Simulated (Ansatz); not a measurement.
## SnSe: energy along a strain

SnSe, Fm-3m, a = 6.020 Å (as given, not relaxed at this level: -3.4 GPa). This isn't the usual stable structure of the compound. Ansatz: LDA, PAW, 420 eV, Γ-centred 8×8×8 mesh on 2 atoms, Gaussian smearing 0.05 eV; no spin polarisation. Cell vectors (Å): 0.000 3.010 3.010; 3.010 0.000 3.010; 3.010 3.010 0.000. The cell is strained by x per cent times the pattern (0 0 0 0 1 0) in the order xx yy zz yz xz xy (engineering shears), with fractional coordinates held. y is the free energy over the start, V0 = 27.271 Å³/atom. Symmetry makes y even in x.

```
x (%) y (meV/atom)
-2.00             ?
-1.00          0.16
 0.00          0.00
 0.25          0.01
 0.50          0.04
 0.75          0.09
 1.25          0.25
 1.50          0.35
 1.75          0.48
```

Problem. Fit y = c2 x² + c4 x⁴ to the other rows, get the stiffness along the pattern, and predict the missing energy.

Solution. Least squares on the rows shown. y = 0.1606 x² − 0.001434 x⁴. The clamped-ion stiffness p·C·p = 2 × 1.606 eV × 160.2 / 27.271 Å³ = 18.9 GPa, which is C55 in these axes (C44 of the cubic crystal) (second derivative at the start, which stands under stress). At x = -2.00 the fit asked for gives 0.62 meV/atom. The run gave 0.63 meV/atom, so the fit is 0.01 meV/atom too low, a small miss on the scale of the series.